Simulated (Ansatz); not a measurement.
**11B NMR of the central transition in BN under strain**

Cell: a structure deposited in the COD, relaxed with PBE at fixed cell and then changed (z stretched by 2 %, ions relaxed).

```yaml
crystal:
  lattice:
    - [2.54000, 0.00000, 0.00000]
    - [-1.27000, 2.19970, 0.00000]
    - [0.00000, 0.00000, 6.72996]
  atoms:
    - { symbol: B, position: [0.33333, 0.66667, 0.25000] }
    - { symbol: B, position: [0.66667, 0.33333, 0.75000] }
    - { symbol: N, position: [0.33333, 0.66667, 0.75000] }
    - { symbol: N, position: [0.66667, 0.33333, 0.25000] }
```

Sites (sets of like atoms) are named by element and the number of their first atom in this list.

Computed with Ansatz: DFT, PBE, plane waves and PAW, scalar-relativistic, 420 eV cutoff, Γ-centred 13×13×5 k-points, Fermi–Dirac smearing 0.02 eV.

11B has I = 3/2 and Q = 40.59 mb (Pyykkö 2018); at 14.1 T its Larmor frequency is ν₀ = 192.6 MHz. Only the quadrupole interaction is simulated: positions count from each site's isotropic chemical shift, and J coupling is left out, as are shift anisotropy and dipolar coupling, which fast spinning averages.

Simulated pattern of one B site (fast magic-angle spinning, Gaussian broadening 0.1 kHz):

```
offset (kHz)  height
      -2.442       0
      -2.385       1
      -2.328       3
      -2.270       5
      -2.213       5
      -2.155       5
      -2.098       5
      -2.041       5
      -1.983       5
      -1.926       5
      -1.869       6
      -1.811       6
      -1.754       6
      -1.697       6
      -1.639       6
      -1.582       8
      -1.524      22
      -1.467      64
      -1.410      76
      -1.352      57
      -1.295      47
      -1.238      42
      -1.180      40
      -1.123      38
      -1.066      37
      -1.008      36
      -0.951      36
      -0.893      36
      -0.836      37
      -0.779      38
      -0.721      39
      -0.664      42
      -0.607      45
      -0.549      49
      -0.492      58
      -0.434      76
      -0.377     100
      -0.320      70
      -0.262      14
      -0.205       1
```

(1) Which |C_Q| and η does the pattern imply?

Answers

(1) The pattern spans 2.01 kHz before broadening and its centre of gravity is at -0.937 kHz, which fixes P_Q; the places of the horns and steps fix η. That gives P_Q = 2.69 MHz, |C_Q| = 2.69 MHz and η = 0.00. The sign of C_Q can't be read from the pattern.

An axis of threefold or higher order runs through B, so V_zz lies along it and η is zero.

At this changed cell the PBE pressure is -7 GPa.
